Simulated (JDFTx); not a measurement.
HfB2(0001) slab cut from bulk HfB2 (space group P6/mmm, indices of the conventional cell, lattice of the Materials Project entry mp-1994, not re-optimised): 8 atoms in 5 planes, a 1x1 cell of 8.50 Å² (|a| = 3.133, |b| = 3.133 Å), 6.8 Å between the outermost planes, B outermost, slab composition Hf2B6, cell height 23.0 Å, 8×8×1 k mesh, Fermi smearing 0.01 Ha, no spin polarisation. Whether this polymorph is the ambient one wasn't checked. Neither spin polarisation nor a larger cell was tried.

Profiles through the double layer of this slab, charged, in CANDLE, water, 1 M NaCl; PBE, GBRV ultrasoft potentials, plane waves to 20/100 Ha, JDFTx (a modified build). z is the height above the outermost atoms, φ the plane-averaged electrostatic potential energy of an electron (zero in the bulk liquid), ρ_b the bound charge of solvent and ions, s the cavity shape function (0 in the solid, 1 in the liquid).

| z (Å) | n (e/Å³) | s | φ (eV) | ρ_b (10⁻³ e/Å³) |
|---|---|---|---|---|
| 0.84 | 0.1577 | 0.00 | -2.513 | -0.02 |
| 1.31 | 0.0416 | 0.00 | -1.322 | -1.87 |
| 1.78 | 0.0093 | 0.01 | -0.288 | -9.54 |
| 2.25 | 0.0020 | 0.13 | -0.079 | -2.27 |
| 2.72 | 0.0004 | 0.42 | -0.051 | 0.05 |
| 3.19 | 0.0001 | 0.72 | -0.040 | -0.01 |
| 3.66 | 0.0000 | 0.96 | -0.033 | -0.02 |
| 4.13 | 0.0000 | 1.00 | -0.028 | -0.01 |
| 4.60 | 0.0000 | 1.00 | -0.024 | -0.01 |
| 5.07 | 0.0000 | 1.00 | -0.021 | -0.01 |
| 5.53 | 0.0000 | 1.00 | -0.018 | -0.01 |
| 6.00 | 0.0000 | 1.00 | -0.015 | -0.01 |
| 6.47 | 0.0000 | 1.00 | -0.013 | -0.01 |
| 6.94 | 0.0000 | 1.00 | -0.011 | -0.01 |
| 7.41 | 0.0000 | 1.00 | -0.010 | -0.01 |
| 7.88 | 0.0000 | 1.00 | -0.008 | -0.01 |

Problem. Is the electrode positively or negatively charged, and roughly by how much?

Solution. Positively: σ = 10.3 μC/cm² per face. The liquid's bound charge is of the opposite sign overall, and far from the surface φ decays with the screening length (3.0 Å).
